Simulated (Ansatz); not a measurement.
Input:

TaAs:
```cif
data_As2Ta2
_chemical_formula_sum 'Ta2 As2'
_space_group_name_H-M_alt 'P 1'
_space_group_IT_number 1
_cell_length_a 6.35786
_cell_length_b 6.35786
_cell_length_c 6.35786
_cell_angle_alpha 148.395
_cell_angle_beta 148.395
_cell_angle_gamma 45.303
loop_
_space_group_symop_operation_xyz
  'x, y, z'
loop_
_atom_site_label
_atom_site_type_symbol
_atom_site_fract_x
_atom_site_fract_y
_atom_site_fract_z
_atom_site_occupancy
Ta1 Ta 0.75017 0.25017 0.50000 1
Ta2 Ta 0.00017 0.00017 0.00000 1
As1 As 0.33243 0.83243 0.50000 1
As2 As 0.58243 0.58243 0.00000 1
```

This is the PBE-relaxed structure.

Q: All from plane-wave PAW PBE (Ansatz code), unless another level is named. Predict the bulk modulus (Birch–Murnaghan fit).

A: 174 GPa.

Q: Next, the highest zone-centre frequency?

A: 251 cm⁻¹.

Space group I4_1md. The PBE relaxation kept the symmetry of its start; of distortions, only those at the zone centre were tested. The run is not spin-polarised. A small band overlap can be real or an error of a semilocal functional. As this level gives no gap, phonon frequencies hold no LO–TO term and depend on the k-mesh and smearing (Fermi–Dirac, 0.1 eV here). Scalar-relativistic: spin–orbit coupling is off unless named, which matters more the heavier the elements.

Potentials: the later of the program's two PAW sets.
